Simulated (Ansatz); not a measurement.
The calculation used DFT, LDA (PW92), plane waves (420 eV) with PAW, scalar-relativistic (Ansatz 0.2.0). (PAW data from PBE, frozen cores regenerated.)

An element in the bcc structure gives this curve. The cell is scaled uniformly from the relaxed one, with fractional coordinates and shape fixed. Energies are extrapolated to zero smearing, pressures are those at the given smearing. Magnetic state: spin not included.

```json
{"V (Å³/atom)": "15.765", "E − E₀ (meV/atom)": "69.0", "P (GPa)": "12.64"}
{"V (Å³/atom)": "16.481", "E − E₀ (meV/atom)": "25.6", "P (GPa)": "7.18"}
{"V (Å³/atom)": "17.198", "E − E₀ (meV/atom)": "4.4", "P (GPa)": "2.85"}
{"V (Å³/atom)": "17.914", "E − E₀ (meV/atom)": "0.4", "P (GPa)": "-0.56"}
{"V (Å³/atom)": "18.631", "E − E₀ (meV/atom)": "9.9", "P (GPa)": "-3.24"}
{"V (Å³/atom)": "19.347", "E − E₀ (meV/atom)": "30.0", "P (GPa)": "-5.38"}
{"V (Å³/atom)": "20.064", "E − E₀ (meV/atom)": "58.3", "P (GPa)": "-7.09"}
```

Which element is it?
A. selenium
B. germanium
C. lithium
D. titanium

B. Its fit is V₀ = 17.74 Å³/atom, B₀ = 79 GPa, B₀′ = 5.1.
